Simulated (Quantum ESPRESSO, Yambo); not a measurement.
KTaO3 (cubic perovskite, space group Pm-3m, No. 221). The geometry is that of Materials Project entry mp-3614, symmetrised and not relaxed again. Chain: norm-conserving PBEsol (Quantum ESPRESSO, 84 Ry, with spin-orbit coupling); G0W0 in Yambo (4×4×4 Γ-centred k mesh, bands 5 to 200 and a 7 Ry block in the screening, 200 bands in G with the Bruneval-Gonze terminator, plasmon pole fitted at 27.2 eV); BSE (6×6×6 mesh, 8 valence and 6 conduction bands, static screening with 86 bands and a 3 Ry block, scissor 1.67 eV, Tamm-Dancoff).

| Quantity | Value |
|---|---|
| PBEsol gap (dense path) | 2.00 eV |
| PBEsol gap R → Γ on the GW mesh | 2.00 eV |
| PBEsol smallest direct gap on the GW mesh, at Γ | 2.58 eV |
| G0W0 direct gap at that point | 4.25 eV |
| G0W0 correction to the gap R → Γ | 1.62 eV |
| lowest exciton | no binding energy given (see below) |

Rough cost of the Yambo steps against G0W0 for 11 states: BSE within a factor of two.

Nearest settings tried, and what they do to the gap: 134 bands in W, 134 bands in G: +59 meV; 1 Ry block (19 vectors against 171): +672 meV; 2×2×2 mesh: -130 meV. So the settings aren't converged at that level. The BSE states are vertical excitations (zero momentum); the indirect quasiparticle gap, about 3.61 eV, is smaller than the direct one (4.25 eV on the GW mesh). The run can't give a binding energy: its band window is complete only up to 4.73 eV, too close above the direct gap of 4.25 eV.

The cell is held in this high symmetry; tilts and polar distortions were not searched.
